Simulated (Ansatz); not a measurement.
LaZn$_{5}$:
```cif
data_LaZn5
_chemical_formula_sum 'La1 Zn5'
_space_group_name_H-M_alt 'P 1'
_space_group_IT_number 1
_cell_length_a 5.42473
_cell_length_b 5.42473
_cell_length_c 4.20273
_cell_angle_alpha 90.000
_cell_angle_beta 90.000
_cell_angle_gamma 120.000
loop_
_space_group_symop_operation_xyz
  'x, y, z'
loop_
_atom_site_label
_atom_site_type_symbol
_atom_site_fract_x
_atom_site_fract_y
_atom_site_fract_z
_atom_site_occupancy
La1 La 0.00000 0.00000 0.00000 1
Zn1 Zn 0.33333 0.66667 0.00000 1
Zn2 Zn 0.66667 0.33333 0.00000 1
Zn3 Zn 0.50000 0.00000 0.50000 1
Zn4 Zn 0.50000 0.50000 0.50000 1
Zn5 Zn 0.00000 0.50000 0.50000 1
```

Relaxed with r²SCAN.

Task: Which orbitals make up the states near the Fermi level in plane-wave PAW r²SCAN (Ansatz code)?

Result: Within 0.5 eV of the Fermi level: La 5d 42 %, Zn 4s 8 %, La 4f 5 %, outside the projected shells 41 %. Projections are on Löwdin-orthogonalised atomic valence shells; empty p or d shells of many metals are not among them.

Task: Tabulate the density of states.

Result: States/eV per cell of 6 atoms, in 0.25 eV bins, energy from the Fermi level.

```csv
E (eV),total,Zn 3d,La 4f,La 5d
-7.85,27.92,27.09,0.01,0.20
-7.60,34.27,33.11,0.01,0.15
-7.35,55.71,54.71,0.02,0.17
-7.10,23.20,22.31,0.00,0.08
-6.85,5.69,4.68,0.00,0.11
-6.60,1.88,0.65,0.00,0.18
-6.35,1.49,0.41,0.00,0.17
-6.10,1.14,0.26,0.00,0.13
-5.85,1.09,0.20,0.00,0.13
-5.60,1.20,0.19,0.01,0.15
-5.35,1.28,0.17,0.01,0.17
-5.10,0.58,0.07,0.00,0.08
-4.85,1.05,0.11,0.01,0.10
-4.60,0.98,0.09,0.01,0.11
-4.35,1.06,0.09,0.01,0.13
-4.10,1.18,0.10,0.01,0.15
-3.85,1.31,0.10,0.01,0.17
-3.60,1.43,0.10,0.01,0.20
-3.35,1.37,0.09,0.01,0.22
-3.10,2.03,0.14,0.02,0.41
-2.85,1.78,0.10,0.02,0.37
-2.60,1.95,0.10,0.02,0.50
-2.35,1.83,0.09,0.02,0.52
-2.10,2.36,0.10,0.02,0.76
-1.85,1.77,0.07,0.02,0.57
-1.60,1.72,0.05,0.03,0.52
-1.35,2.19,0.06,0.04,0.82
-1.10,2.98,0.06,0.06,1.20
-0.85,3.08,0.06,0.08,1.22
-0.60,2.48,0.05,0.08,0.97
-0.35,2.28,0.04,0.10,0.85
-0.10,2.08,0.03,0.10,0.83
0.15,2.26,0.04,0.12,0.96
0.40,1.99,0.04,0.13,1.00
0.65,1.52,0.03,0.14,0.74
0.90,2.03,0.04,0.28,0.86
1.15,2.70,0.05,0.48,1.06
1.40,2.96,0.05,0.70,1.03
1.65,3.93,0.05,1.64,0.93
1.90,6.28,0.05,3.72,1.11
2.15,10.85,0.05,8.72,1.01
2.40,27.92,0.06,25.83,1.00
2.65,8.15,0.03,5.88,1.33
2.90,4.71,0.03,2.20,1.23
3.15,5.32,0.03,1.98,1.38
```

Space group P6/mmm. The workflow started from an entry of the Crystallography Open Database (COD, 296 K). Whether it is the stable phase at ambient conditions was not checked. The r²SCAN relaxation kept the symmetry of its start; whether a distortion lowers the energy is not shown. Scalar-relativistic: spin–orbit coupling is off unless named, which matters more the heavier the elements.

Potentials: the later of the program's two PAW sets.
